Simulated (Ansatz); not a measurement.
# Electric field gradients in Al3GaN4

Method: Ansatz 0.2.0, DFT LDA, scalar-relativistic, plane waves, PAW. Plane waves to 420 eV; Γ-centred k mesh 6×6×6; fixed occupations. No spin polarisation.

The cell, relaxed at this level:
```
CELL_PARAMETERS angstrom
4.37022 0.00000 0.00000
0.00000 4.37022 0.00000
0.00000 0.00000 4.37022
ATOMIC_POSITIONS crystal
Al 0.50000 0.50000 0.00000
Al 0.50000 0.00000 0.50000
Al 0.00000 0.50000 0.50000
Ga 0.00000 0.00000 0.00000
N 0.74489 0.74489 0.25511
N 0.74489 0.25511 0.74489
N 0.25511 0.74489 0.74489
N 0.25511 0.25511 0.25511
```

Question: Give V_zz (10²¹ V/m²) and the asymmetry η at each distinct site.

Answer:
```tsv
atom	V_zz	η
Al (atom 1)	-0.387	0.00
Ga (atom 4)	0.000	zero by symmetry
N (atom 5)	1.86	0.00
```

Whether Al3GaN4 exists in this form wasn't checked.

Cost: 1 run of about 0.19 core-minutes, on Arm Neoverse V2 (shared hosts).